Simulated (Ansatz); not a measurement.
This cell of HfO₂ (tetragonal-ZrO2 type, space group P4_2/nmc) is off equilibrium:

```
HfO2
1.0
    3.52863     0.00000     0.00000
    0.00000     3.52863     0.00000
    0.00000     0.00000     5.13328
Hf O
2 4
Direct
  0.00000   0.00000   0.00000
  0.50000   0.50000   0.50000
  0.00000   0.50000   0.20364
  0.00000   0.50000   0.70364
  0.50000   0.00000   0.29636
  0.50000   0.00000   0.79636
```

All values below come from r2SCAN (plane waves to 500 eV, PAW, scalar-relativistic; Ansatz, a program for electronic structure). k mesh 9×9×7 (Γ-centred), Fermi-Dirac smearing 0.05 eV. Energies are smeared free energies. Compression counts positive. HfO2 is run without spin polarisation. HfO2 was relaxed with its symmetry unable to fall. Spin-orbit coupling is left out, though Hf is heavy. The PAW data are Ansatz's earlier set. This is a high-temperature form of HfO2.

Q: Give the stress tensor in GPa and the pressure.

A: 
```
   10.6      0.0      0.0
    0.0     10.6      0.0
    0.0      0.0      7.1
```
The pressure, a third of the trace, is 9.4 GPa.

Q: It is the relaxed cell scaled evenly to V/V₀ = 0.960, atoms relaxed where free. What is its energy relative to the relaxed cell?

A: 12.5 meV/atom.

(Under strain, the slope of the energy per volume gives the stress and its curvature an elastic modulus.)
